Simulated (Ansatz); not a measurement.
## Ionic part of the dielectric constant of Mg$_{2}$ZnS$_{3}$, mode by mode

Computed with DFT PBE, scalar-relativistic, plane waves, PAW (Ansatz). Plane waves to 420 eV; Γ-centred k mesh 6×6×4; fixed occupations. No spin polarisation. Phonons by linear response, acoustic sum rule imposed.

Space group P31m (No. 157), trigonal, a = 6.896 Å, c = 6.447 Å. Mg on a site of symmetry m has 4 S at 2.44–2.48 Å; Mg on a site of symmetry 3m is surrounded by 4 S at 2.46–2.49 Å; around Zn lie 4 S at 2.36–2.39 Å; S on a site of symmetry m is surrounded by 2 Zn at 2.39 Å and 2 Mg at 2.48–2.49 Å; S on a site of symmetry 3 has 1 Zn at 2.36 Å and 3 Mg at 2.44 Å; S on a site of symmetry 3m has 4 Mg at 2.44–2.46 Å.

The structure comes from a generated guess, relaxed at this level; another structure or a mixture of phases may lie lower.

The primitive cell has V = 265.56 Å³ and ε∞,yy = 4.578. Each polar mode adds Δε = (4.92064×10⁷/V)·S/ν² along y, with S its oscillator strength in e²/amu, ν in cm⁻¹ and V in Å³.

Question: From these modes, find each Δε and ε0,yy.
| ν (cm⁻¹) | S_yy (e²/amu) |
| --- | --- |
| 79.77 | 0.00093 |
| 115.70 | 0.00161 |
| 139.97 | 0.00264 |
| 161.27 | 0.00249 |
| 197.91 | 0.03572 |
| 257.48 | 0.3058 |
| 271.78 | 0.1197 |
| 310.78 | 0.1578 |
| 328.99 | 0.0331 |
| 341.86 | 0.7547 |
| 352.34 | 0.00466 |

Answer:
```
ν (cm⁻¹)    Δε
   79.77  0.03
  115.70  0.02
  139.97  0.02
  161.27  0.02
  197.91  0.17
  257.48  0.85
  271.78  0.30
  310.78  0.30
  328.99  0.06
  341.86  1.20
  352.34  0.01
```

The sum is 2.98, so ε0,yy = 7.56; the run's tensor has 7.56.

The modes are given without the long-range field that lifts LO modes in polar crystals.
